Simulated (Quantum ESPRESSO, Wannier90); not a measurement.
**Wannier functions of VBiO4 (I4₁/a)**

Structure: Materials Project mp-23044, symmetrised, not relaxed again. COD (Crystallography Open Database) has the formula in 4 space groups, this one among them (matched by group alone). Method: PBEsol plane waves in Quantum ESPRESSO 7.5 (PseudoDojo norm-conserving files, 68 Ry, no spin polarisation, no spin-orbit coupling), Bloch states on a 4×4×4 mesh through Γ, Wannier90 4.0.1. Density: 8×8×8 mesh, cold smearing 0.01 Ry. Spin-orbit coupling is left out although heavy elements are present.

On the energy scale of pw.x, whose zero is arbitrary, the valence-band maximum lies at 8.84 eV.

Input w.win:

```
num_bands = 2
num_wann = 2
exclude_bands = 1-26,29-93
num_iter = 1000
conv_tol = 1.0e-6
conv_window = 4
write_hr = true
write_u_matrices = true
auto_projections = true
begin unit_cell_cart
ang
    5.1221100000    0.0000000000    0.0000000000
    0.0000000000    5.1221100000    0.0000000000
   -2.5610550000   -2.5610550000    5.7960650000
end unit_cell_cart
begin atoms_frac
V    0.5000000000  0.5000000000  0.0000000000
V   -0.2500000000  0.2500000000  0.5000000000
Bi   0.0000000000  0.0000000000  0.0000000000
Bi   0.2500000000 -0.2500000000  0.5000000000
O   -0.4381000000  0.1708500000 -0.1582600000
O   -0.0791100000  0.3119000000  0.3417400000
O    0.2798400000 -0.3291100000 -0.1582600000
O    0.4208500000  0.0298400000  0.3417400000
O   -0.3119000000 -0.4208500000 -0.3417400000
O    0.3291100000  0.4381000000  0.1582600000
O   -0.0298400000  0.0791100000 -0.3417400000
O   -0.1708500000 -0.2798400000  0.1582600000
end atoms_frac
mp_grid = 4 4 4
begin kpoints
0.0000000000 0.0000000000 0.0000000000
0.0000000000 0.0000000000 0.2500000000
0.0000000000 0.0000000000 0.5000000000
... (61 more lines: the 4x4x4 mesh through Gamma)
end kpoints
```

Input of pw2wannier90.x that gives the overlap and projection files (equivalent; here they were cut from one run over all bands):

```
&inputpp
  outdir = './out'
  prefix = 'pwscf'
  seedname = 'w'
  write_amn = .true.
  write_mmn = .true.
  atom_proj = .true.
  atom_proj_exclude = 1 2 3 4 5 6 7 8 9 10 11 12 13 14 15 16 17 18 19 20 21 22 23 24 25 27 28 29 30 31 32 33 34 36 37 38 39 40 41 42 43 44 45 46 47 48 49 50 51 52 53 54 55 56 57 58 59 60 61 62 63 64 65 66 67 68 69 70
/
```

Output w.wout (banner and timings cut):

```
                                    ------
                                    SYSTEM
                                    ------

                              Lattice Vectors (Ang)
                    a_1     5.122110   0.000000   0.000000
                    a_2     0.000000   5.122110   0.000000
                    a_3    -2.561055  -2.561055   5.796065

                   Unit Cell Volume:     152.06562  (Ang^3)

                        Reciprocal-Space Vectors (Ang^-1)
                    b_1     1.226679  -0.000000   0.542022
                    b_2    -0.000000   1.226679   0.542022
                    b_3     0.000000   0.000000   1.084043

 *----------------------------------------------------------------------------*
 |   Site       Fractional Coordinate          Cartesian Coordinate (Ang)     |
 +----------------------------------------------------------------------------+
 | v    1   0.50000   0.50000   0.00000   |    2.56106   2.56106   0.00000    |
 | v    2  -0.25000   0.25000   0.50000   |   -2.56106   0.00000   2.89803    |
 | bi   1   0.00000   0.00000   0.00000   |    0.00000   0.00000   0.00000    |
 | bi   2   0.25000  -0.25000   0.50000   |    0.00000  -2.56106   2.89803    |
 | o    1  -0.43810   0.17085  -0.15826   |   -1.83868   1.28043  -0.91729    |
 | o    2  -0.07911   0.31190   0.34174   |   -1.28043   0.72237   1.98075    |
 | o    3   0.27984  -0.32911  -0.15826   |    1.83868  -1.28043  -0.91729    |
 | o    4   0.42085   0.02984   0.34174   |    1.28043  -0.72237   1.98075    |
 | o    5  -0.31190  -0.42085  -0.34174   |   -0.72237  -1.28043  -1.98075    |
 | o    6   0.32911   0.43810   0.15826   |    1.28043   1.83868   0.91729    |
 | o    7  -0.02984   0.07911  -0.34174   |    0.72237   1.28043  -1.98075    |
 | o    8  -0.17085  -0.27984   0.15826   |   -1.28043  -1.83868   0.91729    |
 *----------------------------------------------------------------------------*
                                ------------
                                K-POINT GRID
                                ------------

             Grid size =  4 x  4 x  4      Total points =   64

 *---------------------------------- MAIN ------------------------------------*
 |  Number of Wannier Functions               :                 2             |
 |  Number of Objective Wannier Functions     :                 2             |
 |  Number of input Bloch states              :                 2             |
 |  Output verbosity (1=low, 5=high)          :                 1             |
 |  Timing Level (1=low, 5=high)              :                 1             |
 |  Optimisation (0=memory, 3=speed)          :                 3             |
 |  Length Unit                               :               Ang             |
 |  Post-processing setup (write *.nnkp)      :                 F             |
 |  Using Gamma-only branch of algorithms     :                 F             |
 *----------------------------------------------------------------------------*
 *------------------------------- WANNIERISE ---------------------------------*
 |  Total number of iterations                :              1000             |
 |  Number of CG steps before reset           :                 5             |
 |  Trial step length for line search         :             2.000             |
 |  Convergence tolerence                     :         0.100E-05             |
 |  Convergence window                        :                 4             |
 |  Iterations between writing output         :                 1             |
 |  Iterations between backing up to disk     :               100             |
 |  Write r^2_nm to file                      :                 F             |
 |  Write xyz WF centres to file              :                 F             |
 |  Write on-site energies <0n|H|0n> to file  :                 F             |
 |  Use guiding centre to control phases      :                 F             |
 |  Use phases for initial projections        :                 F             |
 *----------------------------------------------------------------------------*
 *-------------------------------- PLOTTING ----------------------------------*
 |  Plotting Hamiltonian in WF basis          :                 T             |
 *----------------------------------------------------------------------------*

       ... (k-mesh section left out)

 Starting a new Wannier90 calculation ...

 Reading overlaps from w.mmn

 Reading projections from w.amn

 *------------------------------- WANNIERISE ---------------------------------*
 +--------------------------------------------------------------------+<-- CONV
 | Iter  Delta Spread     RMS Gradient      Spread (Ang^2)            |<-- CONV
 +--------------------------------------------------------------------+<-- CONV

 ------------------------------------------------------------------------------
 Initial State
  WF centre and spread    1  ( -0.000000,  0.000000,  0.000000 )     2.93626440
  WF centre and spread    2  ( -0.000000, -2.561055,  2.898032 )     2.93626399
  Sum of centres and spreads ( -0.000000, -2.561055,  2.898033 )     5.87252839

      0     0.587E+01     0.0000000000        5.8725283936  <-- CONV
        O_D=      0.0013434 O_OD=      0.0009788 O_TOT=      5.8725284 <-- SPRD
 ------------------------------------------------------------------------------
      1    -0.735E-05     0.0043223041        5.8725210457  <-- CONV
        O_D=      0.0013361 O_OD=      0.0009788 O_TOT=      5.8725210 <-- SPRD
      2    -0.171E-06     0.0007694114        5.8725208746  <-- CONV
        O_D=      0.0013359 O_OD=      0.0009788 O_TOT=      5.8725209 <-- SPRD
      3    -0.268E-09     0.0000361561        5.8725208743  <-- CONV
        O_D=      0.0013359 O_OD=      0.0009788 O_TOT=      5.8725209 <-- SPRD
      4    -0.187E-13     0.0000010566        5.8725208743  <-- CONV
        O_D=      0.0013359 O_OD=      0.0009788 O_TOT=      5.8725209 <-- SPRD
      5    -0.188E-12     0.0000010134        5.8725208743  <-- CONV
        O_D=      0.0013359 O_OD=      0.0009788 O_TOT=      5.8725209 <-- SPRD
             <<<     Delta < 1.000E-06  over  4 iterations     >>>
             <<< Wannierisation convergence criteria satisfied >>>
 Final State
  WF centre and spread    1  ( -0.000000,  0.000000,  0.000000 )     2.93626064
  WF centre and spread    2  ( -0.000000, -2.561055,  2.898032 )     2.93626023
  Sum of centres and spreads ( -0.000000, -2.561055,  2.898033 )     5.87252087

         Spreads (Ang^2)       Omega I      =     5.870206171
        ================       Omega D      =     0.001335879
                               Omega OD     =     0.000978824
    Final Spread (Ang^2)       Omega Total  =     5.872520874
```
